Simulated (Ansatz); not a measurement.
Consider the following.

ZnCd₃S₄:
```yaml
crystal:
  lattice:
    - [5.70461, 0.00000, 0.00000]
    - [0.00000, 5.70461, 0.00000]
    - [0.00000, 0.00000, 5.70461]
  atoms:
    - { symbol: Zn, position: [0.00000, 0.00000, 0.00000] }
    - { symbol: Cd, position: [0.00000, 0.50000, 0.50000] }
    - { symbol: Cd, position: [0.50000, 0.00000, 0.50000] }
    - { symbol: Cd, position: [0.50000, 0.50000, 0.00000] }
    - { symbol: S, position: [0.76317, 0.76317, 0.23683] }
    - { symbol: S, position: [0.76317, 0.23683, 0.76317] }
    - { symbol: S, position: [0.23683, 0.23683, 0.23683] }
    - { symbol: S, position: [0.23683, 0.76317, 0.76317] }
```

This is the PBEsol-relaxed structure. x, y and z are the axes in which the lattice vectors are written.

Q: All from PBEsol in the plane-wave PAW code Ansatz, unless another level is named. Estimate the piezoelectric stress constants (proper, relaxed ions, C/m²).

A: e14 = e25 = e36 = 0.24.

Q: Predict the Young's modulus.

A: 56.3 GPa.

Q: What about the highest zone-centre frequency (without LO–TO term)?

A: 298 cm⁻¹.

Space group P-43m. The workflow started from a Materials Project entry (that database holds measured and hypothetical structures alike); the Crystallography Open Database copy checked does not list it. With Zn and Cd taken as one species the cell has the higher symmetry F-43m, so it may be an ordered model of a mixed-site phase. Its standing as an ambient phase is unchecked. Symmetry was held in the PBEsol relaxation; of distortions, only those at the zone centre were tested.

Potentials: the later of the program's two PAW sets.
